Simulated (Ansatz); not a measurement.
## Structure relaxation of Y

These are results of Ansatz, DFT r2SCAN, scalar-relativistic, plane waves, PAW, not measurements. Cutoff 500 eV, Γ-centred k mesh, Gaussian smearing, no spin polarisation in the final step.

The start puts Y on the black phosphorus structure type (Cmce, No. 64), at a guessed volume.

```
Y
1.0
     2.02981   -6.43899    0.00000
     2.02981    6.43899    0.00000
     0.00000    0.00000    5.37196
Y
4
Direct
  0.09800 0.90200 0.91000
  0.59800 0.40200 0.59000
  0.90200 0.09800 0.09000
  0.40200 0.59800 0.41000
```

Cell and atoms relax at zero pressure; the relaxation can't lower the symmetry of the start. After a coarse first stage the cell is made exact in the group found at 0.06 Å.

Q: What does it relax into?

A: It ends in Fmmm (No. 69). Conventional cell: a = 3.759 Å, b = 5.773 Å, c = 12.469 Å. Y has 7 Y at 3.35–3.46 Å, 2 Y at 3.76 Å and 2 Y at 4.01 Å.

```cif
data_structure
_symmetry_space_group_name_H-M 'Fmmm'
_symmetry_Int_Tables_number 69
_cell_length_a 3.7591
_cell_length_b 5.7733
_cell_length_c 12.4694
_cell_angle_alpha 90.000
_cell_angle_beta 90.000
_cell_angle_gamma 90.000
_cell_volume 270.61
loop_
_atom_site_label
_atom_site_type_symbol
_atom_site_symmetry_multiplicity
_atom_site_Wyckoff_symbol
_atom_site_fract_x
_atom_site_fract_y
_atom_site_fract_z
_atom_site_occupancy
Y1 Y 8 i 0.50000 0.00000 0.36136 1
```

Q: What are its volume, density and gap?

A: The volume per atom is 33.83 Å³ and the density is 4.36 g/cm³. The gap on the 18×18×18 mesh is 0 eV (a metal).

The final run used a 18×18×18 mesh on its 2-atom cell and 0.10 eV smearing. A structure relaxed within its symmetry needn't be a true minimum. The steps took about 20 core-minutes in all.